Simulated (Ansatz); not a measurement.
## How much do the gradients of Ca₂Nb₂O₆F depend on the method?

Cell: an entry of the Crystallography Open Database (COD) whose atoms were relaxed with PBE, the cell held.

Space group Fd-3m:1 (No. 227); a = 10.4280 Å.

```csv
site,Wyckoff,site symmetry,x,y,z
Ca,16d,.-3m,0.1250,0.1250,0.6250
Nb,16c,.-3m,0.6250,0.6250,0.1250
O,48f,2.mm,0.2950,0.5000,0.0000
F,8b,-43m,0.0000,0.0000,0.5000
```

One atom of each set is listed; the run and its k-mesh use a cell of 22 atoms with edges of 7.37, 7.37, 7.37 Å.

First run. All values are calculated (Ansatz; DFT, PBE, plane waves and PAW, scalar-relativistic, 420 eV cutoff, Γ-centred 6×6×6 k-points, Fermi–Dirac smearing 0.05 eV), not measured.

```csv
site,V_zz (10²¹ V/m²),η
Ca,-0.89,0.00
Nb,9.11,0.00
O,-0.63,0.75
```

Second run. The same atoms and settings, except that spin–orbit coupling is included (fully relativistic PAW files).

Question: What does the second run give?

Answer: 

```csv
site,V_zz,η,change of V_zz
Ca,-0.88,0.00,+0.01
Nb,9.05,0.00,-0.06
O,-0.65,0.75,-0.02
```

The largest change of V_zz is on Nb, from 9.11 to 9.05. In per cent, |V_zz| changes by -1 on Nb (all sites that start above 2). Sites without a gradient aren't listed.

With no gap above 0.1 eV, as in a metal, the gradients converge slowly in k; expect changes of a tenth or more on a denser mesh. Semilocal functionals can leave a metal where correlation in the d or f shell opens a gap in the real compound, and that would change the values at and beside Nb. The database positions were far from equilibrium, so the relaxed structure may not be the compound's real one.
